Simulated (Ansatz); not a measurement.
Mo (bcc (W type)), relaxed with r²SCAN (Ansatz, a program for electronic structure, plane waves, PAW): a = 3.151 Å, b = 3.151 Å, c = 3.151 Å, α = 90.00°, β = 90.00°, γ = 90.00°.

| Item | Result |
|---|---|
| B₀ by P(V) fit (GPa) | 272 |
| K_Hill (GPa) | 273 |
| G_Hill (GPa) | 127 |
| Θ_D (K) | 469 |

### Question
The same phase is relaxed and computed with PBEsol in the same code. What are the cell and these values now?

### Answer
a = b = c = 3.129 Å, α = β = γ = 90.00°.

- B₀ by P(V) fit (GPa) = 281
- K_Hill (GPa) = 280
- G_Hill (GPa) = 127
- Θ_D (K) = 467

All cells were relaxed under the symmetry of their starts (and spin orders); stability against distortions was not tested throughout. Named crystals with no word on spin ran without spin polarisation. Spin–orbit coupling is left out wherever it is not named.

Potentials: the earlier of the program's two PAW sets. The files were generated under PBE; for other functionals the program regenerates the frozen cores, and for LDA and PBEsol the local potential too.

Ansatz is a plane-wave DFT program.
